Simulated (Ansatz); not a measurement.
Task: Ga (hcp (Mg type), P6_3/mmc) is relaxed with r²SCAN in the plane-wave PAW code Ansatz. What lattice parameters of the conventional cell result?

Result: a = 2.926 Å, c = 4.844 Å.

The start of the workflow was typed in or built on a structure type; neither database checked (COD, Materials Project) lists it. It is not the phase usual at ambient conditions (space group No. 64). Symmetry was held in the r²SCAN relaxation. At this level the phase is mechanically unstable. Axis ratios of metals converge slowly with the k-mesh, so a and c are less sure than the volume.

Potentials: the earlier of the program's two PAW sets.
